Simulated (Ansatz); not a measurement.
Geometry optimisation in Ansatz: input, command and trajectory.

```yaml
crystal:
  lattice:
    - [7.4728365134, 0.0, 0.0]
    - [-3.7364182567, 6.4716662589, 0.0]
    - [0.0, 0.0, 5.418657]
  atoms:
    - { symbol: Ta, position: [0.0, 0.764946, 0.25] }
    - { symbol: Ta, position: [0.0, 0.235054, 0.75] }
    - { symbol: Ta, position: [0.235054, 0.235054, 0.25] }
    - { symbol: Ta, position: [0.764946, 0.764946, 0.75] }
    - { symbol: Ta, position: [0.764946, 0.0, 0.25] }
    - { symbol: Ta, position: [0.235054, 0.0, 0.75] }
    - { symbol: Ta, position: [0.66666667, 0.33333333, 0.0] }
    - { symbol: Ta, position: [0.33333333, 0.66666667, 0.0] }
    - { symbol: Ta, position: [0.33333333, 0.66666667, 0.5] }
    - { symbol: Ta, position: [0.66666667, 0.33333333, 0.5] }
    - { symbol: Si, position: [0.0, 0.404718, 0.25] }
    - { symbol: Si, position: [0.0, 0.595282, 0.75] }
    - { symbol: Si, position: [0.595282, 0.595282, 0.25] }
    - { symbol: Si, position: [0.404718, 0.404718, 0.75] }
    - { symbol: Si, position: [0.404718, 0.0, 0.25] }
    - { symbol: Si, position: [0.595282, 0.0, 0.75] }
    - { symbol: "N", position: [0.0, 0.0, 0.0] }
    - { symbol: "N", position: [0.0, 0.0, 0.5] }
basis:
  ecutwfc: 500
kpoints:
  mp_grid: { grid: [6, 6, 8] }
hamiltonian:
  xc: r2scan
scf:
  occupations: { method: gaussian, width: 0.1 }
output:
  forces: true
  stress: true
  eigenvalues: true
  write_density: true
  write_potential: true
  elf: true
  volumetric_format: npy
relax:
  adjacent_minimum: "off"
  f_tol: 0.01
  max_steps: 40
```

```bash
ansatz run input.yaml --threads 4 --pin off --max-ram 10240MiB --backend cpu --events-out ev --progress --plain --runs-dir out
```

All numbers below come from DFT r2SCAN, scalar-relativistic, plane waves, PAW (Ansatz).

Of 4 frames 3 are shown, positions in Å and forces in eV/Å; the SCF threshold varies from step to step.

```xyz
18
Lattice="7.4728 0.0000 0.0000 -3.7364 6.4717 0.0000 0.0000 0.0000 5.4187" Properties=species:S:1:pos:R:3:forces:R:3 pbc="T T T" step=1 free_energy_over_end_meV_per_atom=0.13
Ta   -2.8582    4.9505    1.3547   -0.0546    0.0946    0.0000
Ta   -0.8783    1.5212    4.0640    0.0546   -0.0946    0.0000
Ta    0.8783    1.5212    1.3547   -0.0546   -0.0946    0.0000
Ta    2.8582    4.9505    4.0640    0.0546    0.0946    0.0000
Ta    5.7163    0.0000    1.3547    0.1092    0.0000    0.0000
Ta    1.7565    0.0000    4.0640   -0.1092    0.0000    0.0000
Ta    3.7364    2.1572    0.0000    0.0000    0.0000    0.0000
Ta    0.0000    4.3144    0.0000    0.0000    0.0000    0.0000
Ta    0.0000    4.3144    2.7093    0.0000    0.0000    0.0000
Ta    3.7364    2.1572    2.7093    0.0000    0.0000    0.0000
Si   -1.5122    2.6192    1.3547   -0.0250    0.0434    0.0000
Si   -2.2242    3.8525    4.0640    0.0250   -0.0434    0.0000
Si    2.2242    3.8525    1.3547   -0.0250   -0.0434    0.0000
Si    1.5122    2.6192    4.0640    0.0250    0.0434    0.0000
Si    3.0244    0.0000    1.3547    0.0501    0.0000    0.0000
Si    4.4484    0.0000    4.0640   -0.0501    0.0000    0.0000
N     0.0000    0.0000    0.0000    0.0000    0.0000    0.0000
N     0.0000    0.0000    2.7093    0.0000    0.0000    0.0000
18
Lattice="7.4728 0.0000 0.0000 -3.7364 6.4717 0.0000 0.0000 0.0000 5.4187" Properties=species:S:1:pos:R:3:forces:R:3 pbc="T T T" step=2 free_energy_over_end_meV_per_atom=0.05
Ta   -2.8623    4.9577    1.3547    0.0342   -0.0592    0.0000
Ta   -0.8741    1.5140    4.0640   -0.0342    0.0592    0.0000
Ta    0.8741    1.5140    1.3547    0.0342    0.0592    0.0000
Ta    2.8623    4.9577    4.0640   -0.0342   -0.0592    0.0000
Ta    5.7246    0.0000    1.3547   -0.0683    0.0000    0.0000
Ta    1.7482    0.0000    4.0640    0.0683    0.0000    0.0000
Ta    3.7364    2.1572    0.0000    0.0000    0.0000    0.0000
Ta    0.0000    4.3144    0.0000    0.0000    0.0000    0.0000
Ta    0.0000    4.3144    2.7093    0.0000    0.0000    0.0000
Ta    3.7364    2.1572    2.7093    0.0000    0.0000    0.0000
Si   -1.5159    2.6256    1.3547    0.0172   -0.0297    0.0000
Si   -2.2205    3.8460    4.0640   -0.0172    0.0297    0.0000
Si    2.2205    3.8460    1.3547    0.0172    0.0297    0.0000
Si    1.5159    2.6256    4.0640   -0.0172   -0.0297    0.0000
Si    3.0318    0.0000    1.3547   -0.0343    0.0000    0.0000
Si    4.4410    0.0000    4.0640    0.0343    0.0000    0.0000
N     0.0000    0.0000    0.0000    0.0000    0.0000    0.0000
N     0.0000    0.0000    2.7093    0.0000    0.0000    0.0000
18
Lattice="7.4728 0.0000 0.0000 -3.7364 6.4717 0.0000 0.0000 0.0000 5.4187" Properties=species:S:1:pos:R:3:forces:R:3 pbc="T T T" step=4 free_energy_over_end_meV_per_atom=0.00
Ta   -2.8607    4.9549    1.3547    0.0001   -0.0002    0.0000
Ta   -0.8757    1.5168    4.0640   -0.0001    0.0002    0.0000
Ta    0.8757    1.5168    1.3547    0.0001    0.0002    0.0000
Ta    2.8607    4.9549    4.0640   -0.0001   -0.0002    0.0000
Ta    5.7214    0.0000    1.3547   -0.0003    0.0000    0.0000
Ta    1.7514    0.0000    4.0640    0.0003    0.0000    0.0000
Ta    3.7364    2.1572    0.0000    0.0000    0.0000    0.0000
Ta    0.0000    4.3144    0.0000    0.0000    0.0000    0.0000
Ta    0.0000    4.3144    2.7093    0.0000    0.0000    0.0000
Ta    3.7364    2.1572    2.7093    0.0000    0.0000    0.0000
Si   -1.5144    2.6230    1.3547    0.0000    0.0000    0.0000
Si   -2.2220    3.8486    4.0640    0.0000    0.0000    0.0000
Si    2.2220    3.8486    1.3547    0.0000    0.0000    0.0000
Si    1.5144    2.6230    4.0640    0.0000    0.0000    0.0000
Si    3.0288    0.0000    1.3547    0.0000    0.0000    0.0000
Si    4.4440    0.0000    4.0640    0.0000    0.0000    0.0000
N     0.0000    0.0000    0.0000    0.0000    0.0000    0.0000
N     0.0000    0.0000    2.7093    0.0000    0.0000    0.0000
```

The run took 4.9 min on 4 threads of Intel(R) Xeon(R) Processor @ 2.50GHz (Skylake/Cascade Lake) (shared host), peak memory 2.5 GiB.

Spin–orbit coupling is left out, which can shift energies with elements as heavy as these.